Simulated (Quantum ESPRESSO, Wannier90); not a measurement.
**Tight-binding from DFT: Si (diamond)**

```xyz
2
Lattice="0.0000 2.7218 2.7218 2.7218 0.0000 2.7218 2.7218 2.7218 0.0000" Properties=species:S:1:pos:R:3 pbc="T T T"
Si    -1.3609    -1.3609    -1.3609
Si     2.7218     2.7218     2.7218
```

Cell from Materials Project (mp-149), symmetrised, no further relaxation. This is the element's usual structure. Method: PBEsol plane waves in Quantum ESPRESSO 7.5 (PseudoDojo norm-conserving files, 29 Ry, no spin polarisation, no spin-orbit coupling), Bloch states on a 10×10×10 mesh through Γ, Wannier90 4.0.1. Density: 10×10×10 mesh, cold smearing 0.01 Ry.

A tight-binding model is made by disentanglement and projection with no localisation steps (num_iter = 0), so the 8 orbitals stay atom-like: hydrogen-like Si: s;p, axes along x, y, z; frozen window up to 1.97 eV relative to the valence-band maximum. It follows pw.x to 17 meV rms for states up to 1.5 eV relative to the valence-band maximum. Matrix elements depend on this choice of orbitals and windows.

Q: What are the on-site energies relative to the valence-band maximum, and how fast do the hoppings decay?

A: 
```
atom  orbitals  energy (eV)
----  --------  -----------
Si1          s        -4.19
Si1   pz px py         1.38
Si2          s        -4.19
Si2   pz px py         1.38
```

```csv
distance of the centres (Å),largest modulus (eV)
2–3,1.8
3–4,0.45
4–5,0.073
5–6,0.16
6–7,0.053
7–8,0.033
8–9,0.028
9–10,0.0053
10–11,0.0041
11–12,0.0041
12–13,0.0031
```
